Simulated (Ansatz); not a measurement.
Given:

MoS₂:
```
CELL_PARAMETERS angstrom
      1.59253     0.91944     7.44033
     -1.59253     0.91944     7.44033
      0.00000    -1.83889     7.44033
ATOMIC_POSITIONS crystal
  Mo 0.99999 0.99999 0.99999
  S  0.73666 0.73666 0.73666
  S  0.59665 0.59665 0.59665
```

This is the PBE-relaxed structure. Tensor components refer to the Cartesian frame of this cell.

Q: All from PBE in the plane-wave PAW code Ansatz, unless another level is named. Give the band gap.

A: 1.45 eV (indirect).

Q: Give the formation energy from the elements (no fitted shifts).

A: -0.89 eV/atom.

Q: And the smallest direct gap on the standard path?

A: 1.67 eV.

Q: What about the weight of the valence-edge state by species (Voronoi cells)?

A: Mo 61 %, S 39 %.

Q: And the conduction-band minimum?

A: off the standard path, at k = (-0.052, 0.281, -0.385).

Space group R3m. The PBE relaxation kept the symmetry of its start. The run is not spin-polarised. The volume moved by 23 % from the start of the relaxation. A crystal of weakly bound layers computed without a dispersion correction: the cell and the soft elastic constants depend strongly on that. The references are the lowest solids computed at this level, not always the standard phases. Spin–orbit coupling is left out wherever it is not named.

Potentials: the later of the program's two PAW sets.
